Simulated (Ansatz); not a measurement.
Starting cell, Ge (diamond):

```
Ge
1.0
    0.00000     5.76221     5.76221
    2.88111     0.00000     2.88111
    2.88111     2.88111     0.00000
Ge
4
Direct
  0.25000   0.50000   0.50000
  0.75000   0.50000   0.50000
  0.37500   0.75000   0.75000
  0.87500   0.75000   0.75000
```

A phonon eigenvector at L = (0.5, 0.0, 0.0) is frozen into this cell: atom i moves by Q times the vector below, so Q is the largest atomic displacement, in Å. The cell is held. It is one choice among 2 degenerate patterns. (q is in reciprocal vectors of the primitive cell; the cell shown is doubled to hold the pattern.)

```csv
atom,x,y,z
Ge1,-0.285,0.520,-0.805
Ge2,0.285,-0.520,0.805
Ge3,0.285,-0.520,0.805
Ge4,-0.285,0.520,-0.805
```

All values below come from PBE (plane waves to 420 eV, PAW, scalar-relativistic; Ansatz, a program for electronic structure). k mesh 7×14×14 (Γ-centred), Fermi-Dirac smearing 0.05 eV. E stands for the smeared free energy. With partly filled bands, energies and forces of such displacements shift with the k mesh and the smearing. Ge was relaxed with its symmetry unable to fall. The PAW data are Ansatz's earlier set. ΔE is measured from the undisplaced structure. The last digit holds for this mesh only.

```json
[
 {"Q (Å)": "-0.180", "ΔE (meV/cell)": "1214.3"},
 {"Q (Å)": "-0.150", "ΔE (meV/cell)": "840.4"},
 {"Q (Å)": "-0.120", "ΔE (meV/cell)": "536.6"},
 {"Q (Å)": "-0.090", "ΔE (meV/cell)": "301.5"},
 {"Q (Å)": "-0.060", "ΔE (meV/cell)": "withheld"},
 {"Q (Å)": "-0.030", "ΔE (meV/cell)": "33.5"},
 {"Q (Å)": "0.000", "ΔE (meV/cell)": "0.0"},
 {"Q (Å)": "0.030", "ΔE (meV/cell)": "33.5"},
 {"Q (Å)": "0.060", "ΔE (meV/cell)": "withheld"},
 {"Q (Å)": "0.090", "ΔE (meV/cell)": "301.5"},
 {"Q (Å)": "0.120", "ΔE (meV/cell)": "536.6"},
 {"Q (Å)": "0.150", "ΔE (meV/cell)": "840.4"},
 {"Q (Å)": "0.180", "ΔE (meV/cell)": "1214.3"}
]
```

**Question.** Fit an even polynomial form (powers 2, 4) to the given rows and predict ΔE at Q = 0.060.

**Answer.** Least squares on the 11 given rows: ΔE = (37100)·Q² + (11680)·Q⁴, in meV/cell with Q in Å; root-mean-square residual 0.16 meV/cell. At 0.060 the fit gives 133.7 meV/cell; the calculation gives 134.0 meV/cell, so the interpolation is off by -0.3 (-0.2 %). The quadratic term alone would give 133.6 meV/cell.

(For displaced atoms, the force is minus the slope of the energy, and its curvature is a force constant, which sets phonon frequencies.)
